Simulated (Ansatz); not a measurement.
**What DFT gives for Cu2H2O3**

```yaml
crystal:
  lattice:
    - [3.04318, 0.00000, 0.00000]
    - [-1.52159, 2.63547, 0.00000]
    - [0.00000, 0.00000, 7.60547]
  atoms:
    - { symbol: H, position: [0.33330, 0.66670, 0.56660] }
    - { symbol: H, position: [0.66670, 0.33330, 0.43340] }
    - { symbol: Cu, position: [0.66670, 0.33330, 0.83990] }
    - { symbol: Cu, position: [0.33330, 0.66670, 0.16010] }
    - { symbol: O, position: [0.33330, 0.66670, 0.69490] }
    - { symbol: O, position: [0.66670, 0.33330, 0.30510] }
    - { symbol: O, position: [0.00000, 0.00000, 0.00000] }
```

Level: r2SCAN, no spin polarisation; 500 eV; 12×12×5 Γ-centred mesh; fermi-dirac occupations (width 0.1 eV); Ansatz 0.2.0, fixed geometry.

Problem. How is the charge shared?

Solution. Bader charges in e: Cu +1.17, H +0.54, O -1.17 to -1.08. In the mean Cu gives up most and O takes most.

Problem. What does the stress say?

Solution. The pressure is -4.2 GPa (compression positive), so with the atoms held at these fractions the cell would first shrink. The principal stresses -10.4, -1.2, -1.2 GPa differ, so its shape would change too.

Problem. Where is the largest force?

Solution. The largest is on H1 (and as large on other atoms): 0.53 eV/Å, components (0.00, 0.00, 0.53). It makes 0° with the line to a nearest neighbour, O5 at 0.98 Å, pointing towards it.

Problem. Is it stable against the elements?

Solution. -0.68 eV an atom against the elements' usual phases (free molecules for gases, crystals otherwise, with no correction for O₂ or N₂), so it is bound against them; other compounds may still compete. Relaxing would lower it.

Problem. Is there a gap?

Solution. It is a metal, with about 4.3 states/eV a cell as the mean within 0.25 eV of the Fermi level, mostly Cu d (59 %) and O p (37 %).

Origin: a known structure type with other elements, at an estimated volume, so it need not be a known compound. Caveats: many states at the Fermi level without spin polarisation, so a magnetic state may lie lower.
